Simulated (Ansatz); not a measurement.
Here is the system:

SiRh:
```
CELL_PARAMETERS angstrom
      4.57119     0.00000     0.00000
      0.00000     4.57076     0.00000
     -2.43280     0.00000     4.96823
ATOMIC_POSITIONS crystal
  Si 0.79149 0.64806 0.06535
  Si 0.20851 0.35194 0.93465
  Si 0.20851 0.14806 0.43465
  Si 0.79149 0.85194 0.56535
  Rh 0.30047 0.64586 0.61393
  Rh 0.69953 0.35414 0.38607
  Rh 0.69953 0.14586 0.88607
  Rh 0.30047 0.85414 0.11393
```

This is the PBEsol-relaxed structure.

### Question
All from PBEsol in the plane-wave PAW code Ansatz, unless another level is named. Give the electronic character.

### Answer
metallic (no gap).

### Question
Predict the density of states at the Fermi level.

### Answer
0.07 states/eV per atom (mean over ±0.08 eV).

### Question
What about the gap with spin–orbit coupling?

### Answer
none (metallic).

Space group P2_1/c. The workflow started from a Materials Project entry (that database holds measured and hypothetical structures alike); the Crystallography Open Database files this formula in space group No. 14, but the cells were not matched. Whether it is the stable phase at ambient conditions was not checked. The cell was relaxed with PBEsol under the symmetry of its start; of distortions, only those at the zone centre were tested. The run is not spin-polarised. Scalar-relativistic: spin–orbit coupling is off unless named, which matters more the heavier the elements.

Potentials: the earlier of the program's two PAW sets.
